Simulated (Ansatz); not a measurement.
PbS:
```cif
data_Pb2S2
_chemical_formula_sum 'Pb2 S2'
_space_group_name_H-M_alt 'P 1'
_space_group_IT_number 1
_cell_length_a 4.06793
_cell_length_b 4.06793
_cell_length_c 7.27016
_cell_angle_alpha 90.000
_cell_angle_beta 90.000
_cell_angle_gamma 120.000
loop_
_space_group_symop_operation_xyz
  'x, y, z'
loop_
_atom_site_label
_atom_site_type_symbol
_atom_site_fract_x
_atom_site_fract_y
_atom_site_fract_z
_atom_site_occupancy
Pb1 Pb 0.00000 0.00000 0.00000 1
Pb2 Pb 0.00000 0.00000 0.50000 1
S1 S 0.33333 0.66667 0.75000 1
S2 S 0.66667 0.33333 0.25000 1
```

Relaxed with PBEsol. PBEsol (plane waves, PAW; program Ansatz) gives no gap.

Q: What gap does HSE06 give on the same cell (Ansatz, PAW)?

A: 0.17 eV. The hybrid was solved on a coarser mesh and at special points; its gap is the smallest among all of these. On such a mesh it can open a false gap in a semimetal.

| k | v1 PBEsol | c1 PBEsol | v1 HSE06 | c1 HSE06 |
|---|---|---|---|---|
| Γ | -0.14 | 0.13 | … | … |
| A | -1.84 | 2.31 | … | … |
| K | -0.20 | 2.53 | … | … |
| H | -2.43 | 0.16 | … | … |
| M | -1.21 | -0.15 | -1.51 | 0.17 |
| L | -2.98 | 2.27 | -3.60 | 2.69 |

Q: Top valence (v1) and lowest conduction level (c1) in eV from each method's valence maximum (which need not be a listed point): supply the withheld HSE06 values.

A: 
- H, v1 HSE06: -2.85
- H, c1 HSE06: 0.47
- K, v1 HSE06: -0.42
- K, c1 HSE06: 2.96
- Γ, v1 HSE06: 0.00
- Γ, c1 HSE06: 0.19
- A, v1 HSE06: -2.14
- A, c1 HSE06: 2.75

Cost on shared cores: the PBEsol run (SCF on a 12×12×6 mesh, then bands and DOS) roughly 29 core-seconds, the HSE06 run (SCF on 6×6×3, then a few points) very roughly 2.2 core-minutes; the tasks are unlike.

Space group P6_3/mmc (NiAs type). The first step of the workflow began from a Materials Project structure, measured or hypothetical; the Crystallography Open Database copy checked does not list it. It is not the phase usual at ambient conditions (space group No. 225). The PBEsol relaxation kept the symmetry of its start; its stability against distortions is not shown here. Scalar-relativistic: spin–orbit coupling is off unless named, which matters more the heavier the elements.

Potentials: the later of the program's two PAW sets.
